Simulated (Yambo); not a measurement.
BeSe (zinc blende, space group F-43m, No. 216), G0W0@PBE in Yambo with this input:

```
rim_cut
gw0
dyson
el_el_corr
HF_and_locXC
ppa
em1d
RandQpts= 1000000
RandGvec= 1 Ry
EXXRLvcs= 106 Ry
VXCRLvcs= 424 Ry
Chimod= "HARTREE"
% BndsRnXp
 11 | 156 |
%
NGsBlkXp= 15 Ry
% LongDrXp
 1.0 | 1.0 | 1.0 |
%
PPAPntXp= 27.2114 eV
% GbndRnge
 1 | 156 |
%
GTermKind= "BG"
DysSolver= "n"
ExtendOut
```

On a 4×4×4 mesh, with wavefunctions cut at 106 Ry, the gap (Γ → X) is 3.673 eV and the valence edge shifts by -0.871 eV.

Problem. What happens with this change: exchange cut at 20 Ry?

Solution. The gap falls by 0.504 eV, to 3.169 eV; the shift of the valence edge becomes -0.127 eV. Neither run is shown to be the converged limit.

Spin-orbit coupling is not included.

Geometry relaxed with PBEsol; primitive cell a = b = c = 3.6276 Å, α = β = γ = 60.00°.

A shift is the quasiparticle energy of the state minus its PBE energy.

The potentials are those of PseudoDojo's stringent table.
